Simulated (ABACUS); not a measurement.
Set-up for a self-consistent single point of P (C2/m, 2 atoms in the cell; from Materials Project mp-7245, changed as shown).

```
P
1.0
   -1.72619     2.56673     1.89705
    1.72619    -2.56673     1.89705
    1.72619     2.56673    -1.89705
P
2
Direct
  0.78773   0.05331   0.73442
  0.19669   0.94669   0.25000
```

All values come from this method and carry its errors: PBEsol, PseudoDojo 0.4 standard norm-conserving PBEsol (tails mended) pseudopotentials (plane waves; ABACUS).

ABACUS settings:

- KPT: Gamma 10 10 10 0 0 0
- basis_type: pw
- ecutwfc: 44 Ry
- smearing_method: fd
- smearing_sigma: 0.00734986 Ry
- potentials: PseudoDojo 0.4 standard norm-conserving PBEsol (tails mended)
- symmetry: 1
- symmetry_prec: 1e-05
- ks_solver: dav_subspace
- scf_nmax: 100
- scf_thr: 1.0e-09 Ry
- mixing_type: broyden

Results:

```
Property                                                 Value
------------------------------------------------  ------------
Number of valence electrons                                 10
Number of bands                                             15
Number of k-points after the program's reduction           282
Number of plane waves (most at a k-point)                 1136
Number of SCF iterations                                     6
FFT grid                                          30 × 30 × 30
Free energy E − TS                                -376.6643 eV
Fermi level (on the code's own zero)                   9.25 eV
Pressure                                             -6.02 GPa
Largest force (vector length)                       0.059 eV/Å
```

Forces (eV/Å):
```json
[
 {"atom": "P1", "Fx": "0.000", "Fy": "0.031", "Fz": "-0.050"},
 {"atom": "P2", "Fx": "0.000", "Fy": "-0.031", "Fz": "0.050"}
]
```

Stress (GPa, positive for compression):
```
-6.36   0.00   0.00
 0.00  -6.22  -1.77
 0.00  -1.77  -5.47
```

For comparison: a first run was changed to give this one (atom 1 moved by -0.08 angstrom along y), and from it to this one the free energy hardly moves (within 1 meV/atom), the pressure goes from -6.13 to -6.02 GPa and the largest force goes from 0.012 to 0.059 eV/Å.

The structure comes from a collection of computed structures, made at another level of theory; the collection holds predicted forms beside known ones. Its lattice was then scaled. No clean gap shows at this smearing width and mesh (spacing up to 0.25 Å⁻¹); the mesh is coarse for partly filled bands, so the values carry mesh errors.

Cost on one core: very roughly 2.4 core-minutes.

“Tails mended”: in these copies of the files the far tail of each local potential was reset to the Coulomb form.
